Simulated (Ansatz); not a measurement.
# Relaxing a structure of Li

The start is a generated cell, Li placed in the AFLOW prototype A_hP3_152_a (A8, as in Se). Cell shape, volume and atoms are optimised at zero target pressure with r2SCAN (plane waves to 500 eV, PAW, scalar-relativistic; Ansatz, an electronic-structure program). The first steps use a coarse 9×9×7 k-mesh.

Starting cell:
```
Li
1.0
    4.01859     0.00000     0.00000
   -2.00929     3.48020     0.00000
    0.00000     0.00000     4.55922
Li
3
Direct
  0.22540   0.00000   0.83333
  0.00000   0.22540   0.16667
  0.77460   0.77460   0.50000
```

* **Largest initial force**: 1.65 eV/Å, on Li1, Li2, Li3 (atoms numbered as listed)
* **Outcome**: The space group goes from P3₁21 (No. 152) to Im-3m (No. 229); the end is bcc (W type), with 1 atom in the primitive cell
* **Energy released**: 0.45 eV/atom
* **Volume change**: -1.1 %, from 21.25 to 21.02 Å³/atom
* **Shortest distances (start → end)**: The closest pairs of elements (up to four, under 3.6 Å), start → end: Li–Li 2.18 → 3.01 Å
* **Optimiser moves**: 15

Relaxed structure:

Space group Im-3m (No. 229); a = b = c = 3.4769 Å, α = β = γ = 90.00°

| atom | site | symmetry | x | y | z |
|---|---|---|---|---|---|
| Li | 2a | m-3m | 0.0000 | 0.0000 | 0.0000 |
(The calculation used a cell of 1 atom; values per cell refer to that cell.)

Final values are on a 19×19×19 k-mesh of the relaxed cell. No spin polarisation in the result.

The run could not lose the symmetry of its start.
